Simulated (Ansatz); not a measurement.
# Fields on a plane of V3Si (A15, Cr3Si type)

```xyz
8
Lattice="4.6495 0.0000 0.0000 0.0000 4.6495 0.0000 0.0000 0.0000 4.6495" Properties=species:S:1:pos:R:3 pbc="T T T"
V      1.1624     0.0000     2.3248
V      3.4871     0.0000     2.3248
V      0.0000     2.3248     1.1624
V      0.0000     2.3248     3.4871
V      2.3248     1.1624     0.0000
V      2.3248     3.4871     0.0000
Si     0.0000     0.0000     0.0000
Si     2.3248     2.3248     2.3248
```

The slice is a {100} plane (indices of the conventional cell) through the point (0.750, 0.000, 0.500) (fractional), spanned by u = [100] and v = [010] in vectors of this cell: u (4.65 Å) and v (4.65 Å, at 90° to u). It covers one period; positions are fractions (u, v).

Atoms on it: V at (0.50, 0.00); V at (0.00, 0.00); Si at (0.75, 0.50).

The numbers are results of PBEsol (plane waves to 420 eV, PAW, scalar-relativistic; Ansatz, a program for electronic structure), not measurements. k mesh 10×10×10. These are valence fields of a PAW run, semicore shells included where kept as valence: close to a nucleus they are smooth pseudo fields. V3Si is run without spin polarisation. V3Si was relaxed with its symmetry unable to fall.

```
|xxxxxx   xxxxxxxxxxx   xxxxx|
|xxxxxx : xxxxxxxxxxx . xxxxx|
|xxxxxx:=:xxxxxxxxxxx:-:xxxxx|
|xxxxx.+*+.xxxxxxxxx.=+=.xxxx|
|xxxx:+#%#+:xxxxxxx.=***=.xxx|
|x .=*%@@@%*=. x  :=+***+=:  |
|++*#%@@@@@%#*++==+++===+++==|
|#%%@@@@@@@@@%%##*=-. x .-=*#|
|%@@@@%%%%%@@@@%#+:xxxxxxx:+#|
|%@@%%#***#%%@@%*:xxxxxxxxx:*|
|#%%#*+===+*#%%#=xxxxxxxxxxx=|
|*##*+-:::-+*##*:xxxxxxxxxxx:|
|+##+=:. .:=+##+ xxxxxxxxxxx |
|=**+-.   .-+**=xxxxxxxxxxxxx|
|+##+=:. .:=+##+ xxxxxxxxxxx |
|*##*+-:::-+*##*:xxxxxxxxxxx:|
|#%%#*+===+*#%%#=xxxxxxxxxxx=|
|%@@%%#***#%%@@%*:xxxxxxxxx:*|
|%@@@@%%%%%@@@@%#+:xxxxxxx:+#|
|#%%@@@@@@@@@%%##*=-. x .-=*#|
|++*#%@@@@@%#*++==+++===+++==|
|x .=*%@@@%*=. x  :=+***+=:  |
|xxxx:+#%#+:xxxxxxx.=***=.xxx|
|xxxxx.+*+.xxxxxxxxx.=+=.xxxx|
|xxxxxx:=:xxxxxxxxxxx:-:xxxxx|
|xxxxxx : xxxxxxxxxxx . xxxxx|
|xxxxxx   xxxxxxxxxxx   xxxxx|
|xxxxxxx xxxxxxxxxxxxx xxxxxx|
```
Scale: ten equal steps from 2.00 (start of ' ') to 10.40 (end of '@'), in the order ' .:-=+*#%@'. Values: electrostatic potential energy of an electron, from the cell's mean, in eV. The map has 28 points along u (one character each, u = 0 at the left) and 28 along v (v = 0 in the bottom row). Points within 1 Å of a nucleus are blanked (x), as the pseudised field means little there. Values under 2 eV are set to 2. The zero, the cell's mean, hangs on the PAW cores.

```
|9998654345689999986543456899|
|9987543334578999875433345789|
|8776543334567788765433345678|
|6654433333445666544333334456|
|4443333333334444433333333344|
|3333322222333333333333333333|
|3322222222222333333333333333|
|2222222222222223333333333333|
|2222223332222223333333333333|
|3222333333322233333333333333|
|3333333333333333333332333333|
|3333333333333333333221223333|
|3333333333333333333210123333|
|3333333333333333332100012333|
|3333333333333333333210123333|
|3333333333333333333221223333|
|3333333333333333333332333333|
|3222333333322233333333333333|
|2222223332222223333333333333|
|2222222222222223333333333333|
|3322222222222333333333333333|
|3333322222333333333333333333|
|4443333333334444433333333344|
|6654433333445666544333334456|
|8776543334567788765433345678|
|9987543334578999875433345789|
|9998654345689999986543456899|
|9998654345689999986543456899|
```
Scale: ten equal steps from -1.32 (start of '0') to 1.22 (end of '9'), in the order '0123456789'. Values: log₁₀ of the valence density in e/Å³. The map has 28 points along u (one character each, u = 0 at the left) and 28 along v (v = 0 in the bottom row). The scale is logarithmic, as a density can span decades between atoms and voids.

The density on the V–V line (2.32 Å) at its midpoint is 0.47 e/Å³ and the ELF at that point is 0.24.
